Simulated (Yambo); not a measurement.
A G0W0@PBEsol run in Yambo for CuI (wurtzite, space group P6_3mc, No. 186) (3×3×2 Γ-centred k mesh, bands 17 to 248 and a 6 Ry block in the screening, 248 bands in G with the Bruneval-Gonze terminator, plasmon pole fitted at 27.2 eV) gives these matrix elements, in eV, at the band edges (Γ → Γ):

```json
[
 {"state": "valence edge", "E0": "0.000", "<Vxc>": "-22.931", "<Σx>": "-27.801", "<Σc(E0)>": "4.136", "Z": "0.763"},
 {"state": "conduction edge", "E0": "1.026", "<Vxc>": "-10.241", "<Σx>": "-5.763", "<Σc(E0)>": "-3.907", "Z": "0.812"}
]
```

Q: Solve the linearised quasiparticle equation for both states, give the gap, and say how exchange and correlation each act on it.

A: E = E0 + Z(Σx + Σc − Vxc). Valence: 0.000 + 0.763 × (-27.801 + (4.136) − (-22.931)) = -0.56 eV. Conduction: 1.026 + 0.812 × (-5.763 + (-3.907) − (-10.241)) = 1.49 eV. The gap is 2.05 eV, against 1.03 eV in PBEsol. Replacing Vxc by bare exchange alone would open it by 9.35 eV; correlation takes back 8.04 eV of that, and Z scales what is left. Nearest settings tried, and what they do to the gap: 168 bands in W, 168 bands in G: +85 meV; 5 Ry block (147 vectors against 185): +19 meV; 3×3×1 mesh: -97 meV. So the settings aren't converged at that level. The k mesh is coarse. The filled Cu 3d shell has no Hubbard U; semilocal functionals place it too high.

Spin-orbit coupling is included.

Geometry relaxed with PBEsol; primitive cell a = b = 4.1819 Å, c = 6.8976 Å, α = β = 90.00°, γ = 120.00°.

This is not the ordinary phase of the substance.
